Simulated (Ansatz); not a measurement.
Relaxed candidate structures of AlPt:

**A**
```
CELL_PARAMETERS angstrom
      4.39306     0.00000     0.00000
      0.00000     8.67799     0.00000
      0.00000     0.00000     3.00507
ATOMIC_POSITIONS crystal
  Al 0.20555 0.38076 0.50000
  Al 0.79445 0.61924 0.50000
  Al 0.70555 0.11924 0.50000
  Al 0.29445 0.88076 0.50000
  Pt 0.30813 0.63447 0.00000
  Pt 0.69187 0.36553 0.00000
  Pt 0.80813 0.86553 0.00000
  Pt 0.19187 0.13447 0.00000
```

**B**
```xyz
8
Lattice="4.6842 0.0000 0.0000 0.1097 4.9332 0.0000 0.4068 1.3769 5.2512" Properties=species:S:1:pos:R:3 pbc="T T T"
Al     4.1767     4.6535     1.0208
Al     1.2134     3.7447     3.3865
Pt     3.4753     3.0329     4.5695
Al     1.6434     1.2198     1.4467
Pt     0.9841     1.3149     3.9836
Pt     4.0109     2.1790     1.9579
Pt     1.8598     3.6823     0.8675
Al     3.4391     5.4131     3.7722
```

**C**
```
CELL_PARAMETERS angstrom
      5.24450     0.00000     0.00000
      0.00000     4.85377     0.00000
      0.00000     0.00000     4.64150
ATOMIC_POSITIONS crystal
  Al 0.34034 0.56219 0.25000
  Al 0.34034 0.93781 0.75000
  Al 0.65966 0.06219 0.25000
  Al 0.65966 0.43781 0.75000
  Pt 0.82843 0.55923 0.25000
  Pt 0.82843 0.94077 0.75000
  Pt 0.17157 0.05923 0.25000
  Pt 0.17157 0.44077 0.75000
```

**D**
```
AlPt
1.0
    1.44823     0.83614     4.04006
   -1.44823     0.83614     4.04006
    0.00000    -1.67227     4.04006
Al Pt
1 1
Direct
  0.00000   0.00000   0.00000
  0.50000   0.50000   0.50000
```

**E**
```cif
data_Al3Pt3
_chemical_formula_sum 'Al3 Pt3'
_space_group_name_H-M_alt 'P 1'
_space_group_IT_number 1
_cell_length_a 6.40695
_cell_length_b 6.40695
_cell_length_c 6.40695
_cell_angle_alpha 140.851
_cell_angle_beta 140.851
_cell_angle_gamma 56.563
loop_
_space_group_symop_operation_xyz
  'x, y, z'
loop_
_atom_site_label
_atom_site_type_symbol
_atom_site_fract_x
_atom_site_fract_y
_atom_site_fract_z
_atom_site_occupancy
Al1 Al 0.25757 0.75757 0.50000 1
Al2 Al 0.75757 0.25757 0.50000 1
Al3 Al 0.90015 0.90015 0.00000 1
Pt1 Pt 0.49732 0.99732 0.50000 1
Pt2 Pt 0.99732 0.49732 0.50000 1
Pt3 Pt 0.15162 0.15162 0.00000 1
```

### Question
Put the candidates in order of energy per atom, lowest first, for PBEsol (plane waves to 420 eV, PAW, scalar-relativistic; Ansatz, a quantum-chemistry and plane-wave program).

### Answer
A (reference), C (+0.04 eV/atom), B (+0.10 eV/atom), D (+0.16 eV/atom), E (+0.56 eV/atom)

The lowest structure calculated, P2₁3, cP8, AFLOW prototype AB_cP8_198_a_a (B20, as in FeSi), is not among these; it lies 0.10 eV/atom below the lowest of them. 1 run with a doubtful electronic state, a coarser numerical grid, an end not at rest or a source that can't be used is left out. Each run could gain symmetry but not lose that of its start, so entries can be saddle points. All of these are generated cells (placed on structure types, drawn at random, substituted or restacked) that were not matched to a known phase here. Static energies at zero pressure. No spin polarisation in the result.
